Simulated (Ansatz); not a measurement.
Mg$_{3}$TiNO$_{3}$ in space group P4/mmm (No. 123; Pearson symbol tP8) at seven volumes, r²SCAN (plane waves, PAW; program Ansatz), shape and atoms relaxed at each. One row is withheld.

```csv
V (Å³/atom),P (GPa)
8.580,22.04
8.863,?
9.145,6.23
9.428,0.01
9.711,-5.30
9.994,-9.83
10.277,-13.67
```

### Question
Fit the shown pressures and predict the withheld one.

### Answer
Third-order Birch–Murnaghan: P = (3/2)B₀(x^(7/2) − x^(5/2))[1 + (3/4)(B′ − 4)(x − 1)] with x = (V₀/V)^(2/3). Least squares on the six rows gives V₀ = 9.428 Å³/atom, B₀ = 190.9 GPa, B′ = 4.29. At V = 8.863, x = 1.0421 and P = 13.47 GPa. The run itself gave 13.52 GPa.

The start of the workflow was typed in or built on a structure type; neither database checked (COD, Materials Project) lists it. Its standing as an ambient phase is unchecked. Symmetry was held in the r²SCAN relaxation; its stability against distortions is not shown here. The workflow began spin-polarised and lost its moments. The cell computed holds one magnetic atom, so no antiferromagnetic order was within reach.

Potentials: the earlier of the program's two PAW sets.
